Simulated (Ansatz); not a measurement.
Polymorphs of GaN, each relaxed with DFT-PBE in the program Ansatz with PAW potentials:

A: CsCl type (Pm-3m)
a = b = c = 2.7424 Å, α = β = γ = 90.00°

```tsv
atom	site	symmetry	x	y	z
Ga	1a	m-3m	0.0000	0.0000	0.0000
N	1b	m-3m	0.5000	0.5000	0.5000
```

B: P-6m2
a = b = 2.9803 Å, c = 2.6831 Å, α = β = 90.00°, γ = 120.00°

```
atom  site  symmetry       x       y       z
----  ----  --------  ------  ------  ------
Ga      1a      -6m2  0.0000  0.0000  0.0000
N       1f      -6m2  0.6667  0.3333  0.5000
```

C: wurtzite (P6_3mc)
a = 3.2185 Å, b = 3.2185 Å, c = 5.2432 Å, α = 90.00°, β = 90.00°, γ = 120.00°

```csv
atom,site,symmetry,x,y,z
Ga,2b,3m.,0.6667,0.3333,0.4991
N,2b,3m.,0.3333,0.6667,0.3759
```

**Question.** Order them by energy per atom at 0 K (lowest first) at the level PBE.

**Answer.** C (+0 meV/atom), B (+949 meV/atom), A (+1623 meV/atom)

**Question.** Give each one's gap.

**Answer.** A no gap; B no gap; C 1.71 eV.

Constructed cells (a structure type filled with these elements, in neither database checked): A; B. Not the usual ambient phase: A; B. All cells were relaxed under the symmetry of their starts (and spin orders); stability against distortions was not tested throughout. Spin–orbit coupling is left out wherever it is not named.

Energies hold the estimated change up to a 700 eV cutoff; steps of a few meV lie near the error of the meshes.

Potentials: the earlier of the program's two PAW sets.
